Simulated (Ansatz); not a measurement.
A generator proposed this cell of Zn₄SiN.

```cif
data_structure
_symmetry_space_group_name_H-M 'P 1'
_symmetry_Int_Tables_number 1
_cell_length_a 4.9269
_cell_length_b 4.9269
_cell_length_c 4.9269
_cell_angle_alpha 60.000
_cell_angle_beta 60.000
_cell_angle_gamma 60.000
_cell_volume 84.57
loop_
_atom_site_label
_atom_site_type_symbol
_atom_site_fract_x
_atom_site_fract_y
_atom_site_fract_z
_atom_site_occupancy
Zn1 Zn 0.87487 0.37538 0.87487 1
Zn2 Zn 0.37538 0.87487 0.87487 1
Zn3 Zn 0.87487 0.87487 0.87487 1
Zn4 Zn 0.87487 0.87487 0.37538 1
Si1 Si 0.50000 0.50000 0.50000 1
N1 N 0.25000 0.25000 0.25000 1
```

Level of theory: DFT PBE, scalar-relativistic, plane waves, PAW in Ansatz. Settings: cutoff 420 eV, Γ-centred mesh 4×4×4 on the computed 6-atom cell, Gaussian smearing of 0.10 eV; collinear spin from starting moments 0.0 0.0 0.0 0.0 0.0 1.0 μB.

Formation energies are uncorrected and refer to the elements' standard structures at the same level (N₂ as a molecule).

Question: Estimate its pressure, forces and energy as it stands.

Answer: The pressure is 3.6 GPa (it wants to expand), the largest force is 0.09 eV/Å, and the energy is +0.89 eV/atom against the elements. The shortest distance is 2.46 Å.

Question: Is it a good guess?

Answer: A good one: relaxing gains under 0.1 eV/atom (the start's value is from the coarse mesh, so the gain is rough) in 5 ionic steps and ends at +0.90 eV/atom on the finer mesh. The symmetry stays F-43m (No. 216). The volume per atom grows by 4.4 %, from 14.1 to 14.7 Å³. The shortest distance goes from 2.46 Å (Zn–Zn) to 2.50 Å (Zn–Zn). Conventional cell: a = 7.068 Å. Zn has 6 Zn at 2.50 Å, 3 N at 2.93 Å and 3 Si at 2.93 Å; Si is surrounded by 12 Zn at 2.93 Å and 4 N at 3.06 Å; around N lie 12 Zn at 2.93 Å and 4 Si at 3.06 Å (long contacts).

The last run used collinear spin, a 10×10×10 mesh for its 6-atom cell and Gaussian smearing of 0.10 eV. Another magnetic order may lie lower. The relaxation can't lower the symmetry of the start, and the grade says only how near the guess is to its own end. Symmetry constrained the relaxation, so the result can be a saddle point. Another cell of Zn4SiN relaxed alike but without spin, in P4/mmm, lies 0.53 eV/atom lower, so this cell isn't the stable form at this level.
